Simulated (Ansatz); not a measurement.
Al (fcc, Cu type)

```
Al
1.0
    0.00000     1.99599     1.99599
    1.99599     0.00000     1.99599
    1.99599     1.99599     0.00000
Al
1
Direct
  0.00000   0.00000   0.00000
```

The relaxed cell is deformed in two ways at once: its volume V is scaled, and at that volume it is stretched along z (the c axis of the conventional cell) so that c/a changes. Fractional atomic positions are held.

Method: r2SCAN (plane waves to 500 eV, PAW, scalar-relativistic; Ansatz, a first-principles code). k mesh 20×20×20 (Γ-centred), Fermi-Dirac smearing 0.05 eV. Compression counts positive. With partly filled bands, the response to shear is sensitive to the k mesh, so small differences along c/a are uncertain. Al was relaxed with its symmetry unable to fall. The last digit holds for this mesh only.

Changes of σxx (GPa) from the point V/V₀ = 1.000, (c/a)/(c/a)₀ = 1.000 when one coordinate moves alone (two changes are said to add if the coupling is within 5 % of the smaller one, nearly so within 20 %):

```tsv
point	change
V/V₀ = 1.000, (c/a)/(c/a)₀ = 0.880	-1.72
V/V₀ = 1.000, (c/a)/(c/a)₀ = 0.920	-1.10
V/V₀ = 1.000, (c/a)/(c/a)₀ = 0.960	-0.81
V/V₀ = 0.960, (c/a)/(c/a)₀ = 1.000	4.18
V/V₀ = 0.973, (c/a)/(c/a)₀ = 1.000	2.68
V/V₀ = 0.987, (c/a)/(c/a)₀ = 1.000	1.29
V/V₀ = 1.013, (c/a)/(c/a)₀ = 1.000	-1.20
V/V₀ = 1.027, (c/a)/(c/a)₀ = 1.000	-2.30
V/V₀ = 1.040, (c/a)/(c/a)₀ = 1.000	-3.32
V/V₀ = 1.000, (c/a)/(c/a)₀ = 1.040	1.21
V/V₀ = 1.000, (c/a)/(c/a)₀ = 1.080	3.02
V/V₀ = 1.000, (c/a)/(c/a)₀ = 1.120	4.78
```

Question: Do the two effects add at V/V₀ = 0.960, (c/a)/(c/a)₀ = 1.040? Give the computed change.

Answer: The sum of the single changes is 4.18 + (1.21) = 5.39; the calculation gives 5.59, so the coupling contributes 0.20 (under 20 % of the smaller single change, nearly additive).

Question: What is the change at V/V₀ = 1.040, (c/a)/(c/a)₀ = 0.880, where both move, and how far is it from the sum?

Answer: The sum of the single changes is -3.32 + (-1.72) = -5.04; the calculation gives -4.83, so the coupling contributes 0.21 (under 20 % of the smaller single change, nearly additive).

(A scan under strain: stresses follow from slopes of the energy per volume, elastic moduli from its curvatures.)
